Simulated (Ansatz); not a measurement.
**Ti$_{2}$CuSb$_{3}$: checking dH/dP = V**

Method: DFT PBEsol, scalar-relativistic, plane waves, PAW in Ansatz. Settings: 420 eV cutoff, 10×10×6 k-mesh, Gaussian smearing of 0.10 eV, no spin polarisation.

Reference structure (relaxed):

```xyz
6
Lattice="3.7487 0.0000 0.0000 0.0000 3.7487 0.0000 0.0000 0.0000 8.1714" Properties=species:S:1:pos:R:3 pbc="T T T"
Ti    0.0000    1.8744    6.0264
Ti    1.8744    0.0000    2.1450
Cu    0.0000    0.0000    0.0000
Sb    0.0000    1.8744    3.0654
Sb    1.8744    0.0000    5.1060
Sb    1.8744    1.8744    0.0000
```

Cell and atoms were relaxed at each target pressure within the start's symmetry (P-4m2), at zero temperature; other phases can be more stable under pressure. H = E + PV with P the target; E is the free energy at the smearing used, whose derivative the pressure is, per atom and counted from zero pressure.

```
P (GPa) V (Å³/atom) E − E0 (meV) H − H0 (meV)
      0       19.139           0.0           0.0
      3       18.638           4.5         353.5
      8       17.928          28.3         923.5
     15       17.132          84.7        1688.7
     30       15.878         257.5        3230.6
```

**Question.** Thermodynamics gives dH/dP = V along a relaxed path. Integrate V over P by the trapezoid rule and compare with the computed enthalpies.

**Answer.** With 1 eV/Å³ = 160.22 GPa, each step adds the mean volume times ΔP / 160.22:
```tsv
P (GPa)	∫V dP (meV)	H − H0 (meV)	difference (meV)
3	353.7	353.5	0.2
8	924.2	923.5	0.7
15	1690.1	1688.7	1.4
30	3235.4	3230.6	4.8
```

V(P) curves upward, so the trapezoid rule runs high; integrating a smooth curve through the same points (P as a polynomial of degree 4 in ln V) puts that excess at about 4.6 meV at 30 GPa, against the 4.8 meV found.

**Question.** At 30 GPa, how much of the enthalpy change is stored energy and how much is the PV term?

**Answer.** E rises by 257 meV/atom and PV is 30 × 15.878 / 160.22 = 2973 meV/atom, so PV makes 92 % of ΔH. So between rival structures at high pressure a small difference in volume can outweigh the difference in energy: 1 % of this volume is worth 29.7 meV/atom at this pressure.

**Question.** What bulk modulus do the lowest pressures give?

**Answer.** From the pressures that the runs reached, -3.01 GPa (19.728 Å³) and 2.95 GPa (18.638 Å³), B = −ΔP/Δln V = 5.96 / 0.0568 = 105 GPa, a mean over that range.